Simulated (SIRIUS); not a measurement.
Consider a self-consistent single point of Al3GaN4 (Pm, 8 atoms in the cell; from Materials Project mp-1228436, changed as shown).

```
CELL_PARAMETERS angstrom
      4.93694     0.00000     0.00000
      0.00000     3.06293     0.00000
     -0.00329     0.00000     5.30295
ATOMIC_POSITIONS crystal
  Al 0.50010 0.50000 0.16730
  Al 0.00080 0.50000 0.83500
  Al 0.00090 0.00000 0.33160
  Ga 0.49970 0.00000 0.66620
  N  0.11010 0.00000 0.66630
  N  0.12260 0.50000 0.16720
  N  0.62590 0.50000 0.84130
  N  0.62350 0.00000 0.32530
```

All values come from this method and carry its errors: LDA (PW92), GBRV LDA ultrasoft pseudopotentials (plane waves; SIRIUS).

SIRIUS settings:

- parameters.ngridk: 6 10 6
- parameters.xc_functionals: [XC_LDA_X, XC_LDA_C_PW]
- parameters.gk_cutoff: 6.325 1/bohr
- parameters.pw_cutoff: 14.143 1/bohr
- parameters.smearing: gaussian
- parameters.smearing_width: 0.0001 Ha
- potentials: GBRV LDA ultrasoft pseudopotentials
- parameters.electronic_structure_method: pseudopotential
- parameters.num_bands: 29
- parameters.num_mag_dims: 0
- parameters.num_dft_iter: 100
- parameters.energy_tol: 1e-07 Ha
- parameters.density_tol: 1e-06
- mixer.type: broyden2
- mixer.beta: 0.5
- mixer.use_hartree: false

Results:

- Number of valence electrons = 48
- Number of bands = 29
- Number of k-points after the program's reduction = 120
- Number of plane waves (most at a k-point) = 2342
- Number of SCF iterations = 29
- FFT grid = 45 × 30 × 48
- Free energy E − TS = -7024.5078 eV
- Gap on the k-point mesh = 4.07 eV
- Pressure = 9.56 GPa
- Largest force (vector length) = 0.227 eV/Å

Forces (eV/Å):
```
atom      Fx     Fy      Fz
----  ------  -----  ------
Al1   -0.021  0.000   0.042
Al2    0.058  0.000   0.031
Al3    0.035  0.000  -0.035
Ga4   -0.043  0.000  -0.022
N5     0.148  0.000  -0.006
N6     0.002  0.000   0.008
N7    -0.127  0.000  -0.189
N8    -0.052  0.000   0.171
```

Stress (GPa, positive for compression):
```
 9.37   0.00  -0.04
 0.00   9.70   0.00
-0.04   0.00   9.60
```

Gaps are taken between levels on the mesh.

For comparison: a first run was changed to give this one (lattice scaled by 0.98), and from it to this one the free energy rises by 11.1 meV/atom, the pressure goes from -3.82 to 9.56 GPa, the largest force goes from 0.206 to 0.227 eV/Å and the gap on the mesh goes from 3.577 to 4.069 eV.

The structure comes from a collection of computed structures, made at another level of theory; the collection holds predicted forms beside known ones.

Cost on one core: around 6 core-minutes (rough).
